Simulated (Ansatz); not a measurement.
Si in space group I4/mmm (No. 139; Si on 8h) under volume change, LDA (plane waves, PAW; program Ansatz), shape and atoms relaxed at each volume.

| V (Å³/atom) | E − E(relaxed) (meV/atom) | P (GPa) |
|---|---|---|
| 18.932 | 54.2 | 10.03 |
| 19.556 | ___ | ___ |
| 20.180 | 5.4 | 2.86 |
| 20.804 | 0.0 | 0.00 |
| 21.428 | 4.9 | -2.44 |
| 22.052 | 18.6 | -4.53 |
| 22.676 | ___ | ___ |

Question: What belongs in the gaps?

Answer: 
- 19.556, E − E(relaxed) (meV/atom): 22.9
- 19.556, P (GPa): 6.18
- 22.676, E − E(relaxed) (meV/atom): 39.8
- 22.676, P (GPa): -6.31

Question: What does a third-order Birch–Murnaghan fit give for V₀, B₀ and B′?

Answer: V₀ = 20.81 Å³/atom, B₀ = 87.6 GPa, B′ = 4.1.

The first step of the workflow began from a Materials Project structure, measured or hypothetical; the Crystallography Open Database copy checked does not list it. It is not the phase usual at ambient conditions (space group No. 227). Symmetry was held in the LDA relaxation; phonons on a q-mesh show no instability.

Potentials: the later of the program's two PAW sets.
